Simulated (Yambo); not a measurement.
Input:

```
CELL_PARAMETERS angstrom
      4.41993     0.00000     0.00000
     -2.20997     3.82777     0.00000
      0.00000     0.00000     7.22101
ATOMIC_POSITIONS crystal
  Ag 0.33333 0.66667 0.00245
  Ag 0.66667 0.33333 0.50245
  I  0.33333 0.66667 0.37745
  I  0.66667 0.33333 0.87745
```

Workflow: PBEsol (pw.x of Quantum ESPRESSO, ONCV potentials, scalar-relativistic), then G0W0 in Yambo (3×3×2 Γ-centred k mesh, bands 9 to 205 and a 7 Ry block in the screening, 205 bands in G with the Bruneval-Gonze terminator, plasmon pole fitted at 27.2 eV).

Q: Give the PBEsol and G0W0 gaps between the band edges found on this mesh, and say where the edges lie.

A: Edges: Γ → Γ. PBEsol: 1.23 eV; G0W0: 2.31 eV. Convergence of the G0W0 settings was not tested. The k mesh is coarse. Without spin-orbit coupling, band edges of such heavy elements can be off by tenths of an eV.

Geometry strained from the cell relaxed with PBEsol, atoms relaxed again.
